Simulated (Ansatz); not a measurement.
CdPt:
```
CELL_PARAMETERS angstrom
      2.98143     0.00000     0.00000
      0.00000     2.98143     0.00000
      0.00000     0.00000     3.82961
ATOMIC_POSITIONS crystal
  Cd 0.00000 0.00000 0.00000
  Pt 0.50000 0.50000 0.50000
```

Relaxed with r²SCAN. Special points in fractions of this cell's reciprocal vectors: Γ (0.000, 0.000, 0.000); X (0.000, 0.500, 0.000); M (0.500, 0.500, 0.000); Z (0.000, 0.000, 0.500); R (0.000, 0.500, 0.500); A (0.500, 0.500, 0.500).

Problem. List the band energies nearest the Fermi level at these points for DFT-r²SCAN in the program Ansatz with PAW potentials.

Solution. In eV from the Fermi level; about four levels below and three above (degenerate sets whole), none deeper than 8.9 eV; points with the same levels are listed once.

| k | below | above |
|---|---|---|
| Γ | -3.65 -1.51 -1.51 -1.02 | 1.99 7.88 8.95 8.95 |
| X | -3.90 -3.30 -2.44 -1.74 | 0.94 9.32 9.37 |
| M | -4.55 -2.33 -2.33 -2.19 | 0.04 0.16 0.16 |
| Z | -2.38 -2.25 -2.25 -1.11 | 14.06 14.16 14.16 |
| R | -1.54 -1.51 -1.43 -0.89 | 2.70 4.13 14.12 |
| A | -4.95 -4.47 -4.47 -1.70 | 0.05 4.29 5.33 5.33 |

Space group P4/mmm (L1₀ or tetragonal B2). The first step of the workflow began from a Materials Project structure, measured or hypothetical; the Crystallography Open Database copy checked does not list it. With Cd and Pt taken as one species the cell has the higher symmetry I4/mmm, so it may be an ordered model of a mixed-site phase. Its standing as an ambient phase is unchecked. Symmetry was held in the r²SCAN relaxation; whether a distortion lowers the energy is not shown. The run is not spin-polarised. Spin–orbit coupling is left out wherever it is not named.

Potentials: the later of the program's two PAW sets.
